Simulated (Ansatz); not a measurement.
## CaMn2Bi2 (P-3m1): electronic heat capacity from the density of states

Method: Ansatz, DFT PBE, scalar-relativistic, plane waves, PAW.

Cutoff 420 eV; k points 12×12×6 on the computed 5-atom cell (Γ-centred); Gaussian smearing, width 0.10 eV; collinear spin from starting moments 0 4.58 4.58 0 0 μB.

Relaxed cell: P-3m1, a = 4.600 Å, b = 4.600 Å, c = 7.775 Å, α = 90.00°, β = 90.00°, γ = 120.00°, 5 atoms in the primitive cell. Whether it is the stable form of this composition wasn't checked.

The density of states at the Fermi level is 3.526 states/eV in the cell of 5 atoms (1 formula unit; both spins, tetrahedra on a 18×18×9 mesh). The run ends with a moment of 9.10 μB a cell (largest on a site 4.16 μB), and the figure is for this state; a paramagnetic sample can have a quite different one. Another magnetic order, if the compound takes it, can change N(E_F) and the shape of the cell a good deal, and may open a gap, where γ is close to zero.

Q: What Sommerfeld coefficient does this give?

A: Per formula unit N(E_F) = 3.526 states/eV. γ = (π²/3) k_B² N(E_F) N_A = 2.357 mJ/(mol K²) per state/eV, so γ = 8.3 mJ/(mol K²), a mole of formula units. This is the bare band result: a measured γ of the same phase and magnetic order is as a rule larger by a factor 1 + λ from phonons and spin fluctuations. N(E_F) at one energy is sensitive to the mesh where the density of states has sharp peaks.

Spin-orbit coupling is left out, which matters for the bands of heavy elements. The run saw a state lower than the one given here. Only parallel moments were tried here.

Only this magnetic start was tried.